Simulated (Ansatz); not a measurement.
The polar optical mode of CsH at 12 GPa, worked through

All numbers below come from DFT LDA, scalar-relativistic, plane waves, PAW (Ansatz). Settings: 420 eV plane-wave cutoff, Γ-centred 8×8×8 mesh, fixed occupations. No spin polarisation. Phonons by linear response, acoustic sum rule imposed.

The cell, relaxed at 12 GPa:
```
Cs H
1.0
     3.28693    0.00000    0.00000
     0.00000    3.28693    0.00000
     0.00000    0.00000    3.28693
Cs H
1 1
Cartesian
  0.0000 0.0000 0.0000
  1.6435 1.6435 1.6435
```

Spin–orbit coupling is left out, which matters for heavy elements. Other phases may be more stable at this pressure. The run warned that the force constants aren't converged on this k mesh, so the frequencies and all that is formed from them are rough.

Linear response gives ν_TO = 697.6 cm⁻¹, Born charges ±1.184 e (positive on Cs) and ε∞ = 5.275. The primitive cell holds 35.512 Å³, and the masses are 132.905 and 1.008 amu.

Problem. Find ν_LO and the static dielectric constant.

Solution. The long-wave field adds a restoring force: ω_LO² − ω_TO² = Z*²e²/(ε_vac ε∞ μV). In these units ν_LO² − ν_TO² = 4.92064×10⁷ Z*²/(μ V ε∞) cm⁻², with μ = m₁m₂/(m₁ + m₂) = 1.000 amu: 368331 cm⁻². So ν_LO = √(697.6² + 368331) = 924.7 cm⁻¹, and the run gives 924.7. Lyddane–Sachs–Teller then gives ε0 = ε∞ (ν_LO/ν_TO)² = 9.27, against 9.27 in the run (it forms both from the same three quantities, so the match checks the arithmetic only). Between ν_TO and ν_LO the dielectric function is negative and an undamped crystal reflects fully: a reststrahlen band from 10.8 to 14.3 μm.

Problem. What do the Clausius–Mossotti polarisability and the Szigeti charge come to?

Solution. With the Lorentz local field, α = (3V/4π)(ε∞ − 1)/(ε∞ + 2) = 4.98 Å³ for the pair, and e_S = 3Z*/(ε∞ + 2) = 0.49 e. The Born charge includes the electrons' response to the dipole's own local field, and e_S takes that enhancement out. The Lorentz field assumes point-like polarisable ions, a poor picture once ε∞ is this large, since the electron clouds then overlap or are shared, so both numbers are formal here.

Problem. How strongly does a slow electron couple to the LO mode?

Solution. For one isotropic parabolic band, Fröhlich's constant is α_F = (1/ε∞ − 1/ε0) √(m* Ry/ħω_LO), with Ry = 13.606 eV, ħω_LO = 114.6 meV and m* in free-electron masses: α_F = 0.0817 × 10.89 × √m* = 0.89 √m*. The band mass isn't part of this run; for m* = 0.1, 0.3 and 1 it gives 0.28, 0.49, 0.89. In weak coupling the polaron lies α_F ħω_LO below the band edge (56 meV at m* = 0.3) with a mass m*(1 + α_F/6); past α_F of about 5 or 6 that expansion fails. A semilocal functional's ε∞ tends to be too large, which taken alone lowers α_F.

This CsCl-type form isn't the usual stable structure of the compound at low pressure.